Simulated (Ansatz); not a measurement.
Sr (fcc (Cu type)), relaxed and computed with several functionals in Ansatz (plane waves, PAW). Much of their spread follows the volume that each gives.

```tsv
functional	V (Å³/atom)	K_Hill (GPa)
r²SCAN	56.72	12.1
PBE	54.73	?
LDA	48.36	14.0
PBEsol	51.85	12.6
```

Question: Fit a straight line to ln K against ln V and predict the withheld value.

Answer: Least squares on the 3 shown rows: ln K = -0.89 × ln V + (6.075), with a scatter of 2.0 %. For PBE this gives 12.3. The run itself gave 12.0, a miss of 2.5 % of that.

All cells were relaxed under the symmetry of their starts (and spin orders); stability against distortions was not tested throughout. Spin–orbit coupling is left out wherever it is not named.

Potentials: the later of the program's two PAW sets.

Ansatz (an electronic-structure program) is a plane-wave DFT program.
